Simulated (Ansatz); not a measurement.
WO₃:
```
WO3
1.0
    3.77622     0.00000     0.00000
    0.00000     3.77622     0.00000
    0.00000     0.00000     3.77622
W O
1 3
Direct
  0.00000   0.00000   0.00000
  0.00000   0.00000   0.50000
  0.50000   0.00000   0.00000
  0.00000   0.50000   0.00000
```

Tensor components refer to the Cartesian frame of this cell.

**Question.** Give the high-frequency dielectric tensor and the Born effective charge tensors of the independent atoms from DFPT, DFT-LDA in the program Ansatz with PAW potentials.

**Answer.** 
ε∞:
```
9.23  0.00  0.00
0.00  9.23  0.00
0.00  0.00  9.23
```
Z* of atom 1 (W), rows: field, columns: displacement, in e:
```
13.23   0.00   0.00
 0.00  13.23   0.00
 0.00   0.00  13.23
```
Z* of atom 2 (O), rows: field, columns: displacement, in e:
```
-1.79   0.00   0.00
 0.00  -1.79   0.00
 0.00   0.00  -9.66
```

Space group Pm-3m (ReO3 type). The first step of the workflow began from a Materials Project structure, measured or hypothetical; the Crystallography Open Database copy checked does not list it. COD files the formula under space group No. 2, 14, 62, 129, 130, 191. Its standing as an ambient phase is unchecked. The LDA relaxation kept the symmetry of its start. At this level the phase is dynamically unstable (imaginary phonons). No spin polarisation was allowed. No Hubbard U is applied. Spin–orbit coupling is left out wherever it is not named.

Potentials: the later of the program's two PAW sets.
